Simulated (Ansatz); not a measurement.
The relaxed structure here is a generated cell of Cr: the first start was made by placing the elements on the sites of a structure type, and the end was not matched to a known phase here, so it may be hypothetical. Known forms of Cr include space group No. 229.

A relaxed cell of Cr (Cmmm (No. 65)), relaxed on a k-mesh at least as fine as the one used below. Calculation: PBEsol (plane waves to 420 eV, PAW, scalar-relativistic; Ansatz, an electronic-structure program). Γ-centred k-mesh 8×15×15 on the run's cell (coarser than for final values), Fermi–Dirac smearing 0.05 eV.

```xyz
2
Lattice="2.3843 -4.5033 0.0000 1.1922 2.2516 0.0000 0.0000 0.0000 2.2041" Properties=species:S:1:pos:R:3 pbc="T T T"
Cr     0.0000     0.0000     0.0000
Cr     2.3843     0.0000     0.0000
```

The atoms are displaced along an unstable phonon of this cell by (Å):

```tsv
atom	ux	uy	uz
Cr1	0.000	0.000	0.150
Cr2	0.000	0.000	-0.150
```

**Question.** What forces (eV/Å) and pressure result?

**Answer.** 
| atom | Fx | Fy | Fz |
|---|---|---|---|
| Cr1 | 0.00 | 0.00 | 1.19 |
| Cr2 | 0.00 | 0.00 | -1.19 |

Pressure -1.9 GPa.

**Question.** Estimate the energy cost of the displacement in the harmonic approximation and compare with the calculation.

**Answer.** For a harmonic well ΔE = −½ Σ F·u = -0.178 eV a cell, or -89 meV/atom. The calculated energy relative to the undisplaced cell is -0.10 eV/atom, so the harmonic estimate holds well.

The undisplaced cell is probably no minimum: from this displacement the run went on to I4/mmm (No. 139), 0.50 eV/atom below it.

No spin polarisation in the result. A magnetic state may lie lower.
